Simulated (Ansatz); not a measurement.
## Property card for SbPt

SbPt:
```xyz
4
Lattice="4.1738 0.0000 0.0000 -2.0869 3.6146 0.0000 0.0000 0.0000 5.4642" Properties=species:S:1:pos:R:3 pbc="T T T"
Sb     2.0869     1.2049     4.0981
Sb     0.0000     2.4098     1.3660
Pt     0.0000     0.0000     2.7321
Pt     0.0000     0.0000     0.0000
```

Space group P6_3/mmc (No. 194), NiAs type; conventional cell a = b = 4.174 Å, c = 5.464 Å, α = β = 90.00°, γ = 120.00°.

Method: the program Ansatz at the PBEsol level (PAW). Geometry: relaxed at this level of theory. Other levels are named where they apply.

Cell and energy:

- Volume per atom: 20.61 Å³
- Density: 12.76 g/cm³
- Formation energy from the elements (no fitted shifts): -0.41 eV/atom

Electronic structure:

* **Electronic character**: metallic (no gap)
* **Density of states at the Fermi level**: 0.45 states/eV per atom (mean over ±0.08 eV)
* **Gap with spin–orbit coupling**: none (metallic)

Mechanics:

Bulk modulus (Birch–Murnaghan fit): 140 GPa
Pressure derivative B′: 4.9
Elastic constants (relaxed ions, GPa): C11 = 181, C12 = 122, C13 = 102, C33 = 260, C44 = 28.7
Mechanical stability: stable (all eigenvalues of C positive)
Hill bulk and shear moduli: 141 and 35.1 GPa
Young's modulus: 97.2 GPa
Poisson's ratio: 0.38
Debye temperature from the elastic constants: 203 K

Phonons:

Highest zone-centre frequency: 186 cm⁻¹
Zone-centre stability: no imaginary mode at Γ

The first step of the workflow began from a Materials Project structure, measured or hypothetical; the Crystallography Open Database files this formula in space group No. 194, but the cells were not matched. Its standing as an ambient phase is unchecked. The PBEsol relaxation kept the symmetry of its start. The run is not spin-polarised. As this level gives no gap, shear constants depend on the k-mesh and smearing (Fermi–Dirac, 0.1 eV here). As this level gives no gap, phonon frequencies hold no LO–TO term and depend on the k-mesh and smearing (Fermi–Dirac, 0.1 eV here). The references are the lowest solids computed at this level, not always the standard phases. Scalar-relativistic: spin–orbit coupling is off unless named, which matters more the heavier the elements.

Potentials: the later of the program's two PAW sets.
